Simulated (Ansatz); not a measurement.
Total density of states per atom from DFT-r²SCAN in the program Ansatz with PAW potentials, in 0.25 eV bins, energy from the Fermi level:

```
E (eV) | states/eV/atom
    -7.85 | # 0.05
    -7.60 |  0.00
    -7.35 |  0.00
    -7.10 |  0.00
    -6.85 |  0.00
    -6.60 | ######## 0.30
    -6.35 | ############# 0.50
    -6.10 | ####### 0.26
    -5.85 | ######## 0.31
    -5.60 | ########### 0.41
    -5.35 | ####### 0.29
    -5.10 | ########### 0.43
    -4.85 | ############# 0.50
    -4.60 | ################ 0.64
    -4.35 | ################# 0.67
    -4.10 | ################ 0.64
    -3.85 | ######################## 0.94
    -3.60 | ############################## 1.18
    -3.35 | ####################### 0.92
    -3.10 | #################### 0.79
    -2.85 | ########### 0.43
    -2.60 | ####################### 0.89
    -2.35 | ######################## 0.94
    -2.10 | ##################### 0.83
    -1.85 | ############### 0.59
    -1.60 | ########### 0.42
    -1.35 | ######## 0.30
    -1.10 | ######### 0.35
    -0.85 | ########## 0.39
    -0.60 | ########### 0.43
    -0.35 | ######### 0.36
    -0.10 | ########### 0.44
     0.15 | ############### 0.59
     0.40 | ############# 0.52
     0.65 | ############### 0.60
     0.90 | ############### 0.58
     1.15 | #################### 0.79
     1.40 | #################### 0.80
     1.65 | ################### 0.76
     1.90 | ##################### 0.81
     2.15 | ############# 0.50
     2.40 | ############## 0.53
     2.65 | ############## 0.54
     2.90 | ################ 0.63
     3.15 | ########## 0.38
```

Problem. Which compound is it?
A. CaCu2Si2, I4/mmm (Ca on 2a, Si on 4e, Cu on 4d)
B. Y3Si5, P-62m (Y on 3f, Si on 2d, Si on 3g)
C. ZrVSi, P4/nmm (V on 2a, Zr on 2c, Si on 2c)
D. Hf2Si4Mo3, Pnma (Pearson symbol oP36)

Solution. D, Hf2Si4Mo3, Pnma (Pearson symbol oP36). Within 0.5 eV of the Fermi level: Mo 4d 59 %, Hf 5d 25 %, Si 3p 10 %. Projections are on Löwdin-orthogonalised atomic valence shells; empty p or d shells of many metals are not among them.

The first step of the workflow began from a Materials Project structure, measured or hypothetical; the Crystallography Open Database copy checked does not list it. Whether it is the stable phase at ambient conditions was not checked. Symmetry was held in the r²SCAN relaxation; whether a distortion lowers the energy is not shown. The run is not spin-polarised. Spin–orbit coupling is left out wherever it is not named.

Potentials: the later of the program's two PAW sets.
